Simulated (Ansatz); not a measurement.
# What moves the field gradients of WS2 with Ta replacing W?

Cell of run 1: a supercell of WS2 (space group P6_3/mmc) built from a structure deposited in the COD (the entry's cell lengths or inner coordinates differ somewhat from later room-temperature determinations), with all atoms left at the host's positions.

Space group P-6m2 (No. 187); a = 6.3600, c = 12.5000 Å, γ = 120.00°.

```
site  Wyckoff  site symmetry       x       y       z
  Ta       1a           -6m2  0.0000  0.0000  0.0000
  W2       3j            mm2  0.0000  0.5000  0.0000
  W5       3k            mm2  0.1667  0.8333  0.5000
  W8       1f           -6m2  0.6667  0.3333  0.5000
  S9       2g            3m.  0.0000  0.0000  0.3750
 S10       6n            .m.  0.0000  0.5000  0.3750
 S13       6n            .m.  0.1667  0.8333  0.8750
 S16       2i            3m.  0.6667  0.3333  0.8750
```

One atom of each set is listed.

Relaxed positions (PBE, cell held):

Ta (0.0000, 0.0000, 0.0000)
W2 (0.0011, 0.5006, 0.0000)
W5 (0.1667, 0.8333, 0.5000)
W8 (0.6667, 0.3333, 0.5000)
S9 (0.0000, 0.0000, 0.3749)
S10 (0.0001, 0.5001, 0.3749)
S13 (0.1686, 0.8314, 0.8736)
S16 (0.6667, 0.3333, 0.8750)

All runs are DFT with Ansatz 0.2.0 (plane waves and PAW, scalar-relativistic unless spin–orbit coupling is named, Γ-centred meshes, Fermi–Dirac smearing where given) in this cell, at cell charge +1.

Run 1: PBE, atoms at the host's positions; 420 eV, 4×4×2 k-points, smearing 0.01 eV.
Run 2: PBE, atoms relaxed; 420 eV, 4×4×2 k-points, smearing 0.01 eV.
Run 3: r2SCAN, at the relaxed atoms; 500 eV, 4×4×2 k-points, smearing 0.01 eV.

**Question.** What does each run give, and what moves the gradients most?

**Answer.** 

```csv
run,Ta V_zz (η),W2 V_zz (η),S13 V_zz (η)
1,-19.45 (0.00),-17.24 (0.45),-4.93 (0.61)
2,-17.18 (0.00),-17.20 (0.41),-4.48 (0.62)
3,-16.78 (0.00),-17.09 (0.41),-4.41 (0.66)
```

V_zz in 10²¹ V/m²; 3 of the 8 sets of like atoms are followed. Against run 1, the gradient tensors on these sites move by at most 2.27 in run 2 (Ta), 2.67 in run 3 (Ta). Taken one at a time, the positions of the atoms (as given or relaxed) move the tensors on these sites by up to 2.27 (largest principal value of the change, on Ta), the functional (r2SCAN with its higher cutoff) by 0.39 (Ta).

The defect repeats with the cell of 24 atoms, so it feels its images: sites between two images don't show the values beside a lone defect, and zeros or small values of η there can come from the images' arrangement. S and W carry a gradient in the pure host already, so the values there aren't the defect's effect alone. A uniform background compensates the cell's charge. Without spin–orbit coupling the gradients at and beside Ta and W can be off by some per cent, at some sites by more. With these PAW files V_zz is typically within 2 to 3 % of all-electron values, but misses above 10 % occur on Ta. The relaxation keeps the site symmetry -6m2 of the start, so the impurity can't leave its site; a distortion that would localise the partly filled state isn't explored. In run 1 the atoms aren't at the calculated equilibrium (largest force 0.53 eV/Å). In runs 1, 2, 3 the defect cell has no gap above 0.1 eV, so the values hang on the smearing and the k-mesh. The run isn't spin-polarised, and a state with spin may lie lower.
